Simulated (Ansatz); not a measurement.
## WSe2 (P-6m2), zone-centre modes

Theory: DFT r2SCAN, scalar-relativistic, plane waves, PAW in Ansatz. The runs took a 500 eV cutoff, a Γ-centred 12×12×2 mesh and Gaussian smearing (0.05 eV). Spin–orbit coupling is left out, which can shift energies with elements as heavy as these. No spin polarisation.

The starting cell (as given, not relaxed at this level; this form isn't the usual structure):

```yaml
crystal:
  lattice:
    - [3.31794, 0.00000, 0.00000]
    - [-1.65897, 2.87342, 0.00000]
    - [0.00000, 0.00000, 16.65814]
  atoms:
    - { symbol: W, position: [0.00000, 0.00000, 0.00000] }
    - { symbol: Se, position: [0.33333, 0.66667, 0.09979] }
    - { symbol: Se, position: [0.33333, 0.66667, 0.90021] }
```

The cell holds layers and no dispersion correction was added, so their binding is poorly described.

Harmonic modes by finite displacements of 0.02 Å, without the LO–TO term.

Q: At this geometry, is the structure stable against these modes?

A: Yes: no mode is imaginary beyond 10 cm⁻¹, and only the three translations lie near zero.

Q: List the wavenumbers in cm⁻¹.

A: 0, 0, 0, 173, 173, 246, 246, 250, 307.

Cost: 1 run of about 6.6 core-minutes, on Intel Xeon Platinum 8259CL (Skylake/Cascade Lake) (shared hosts).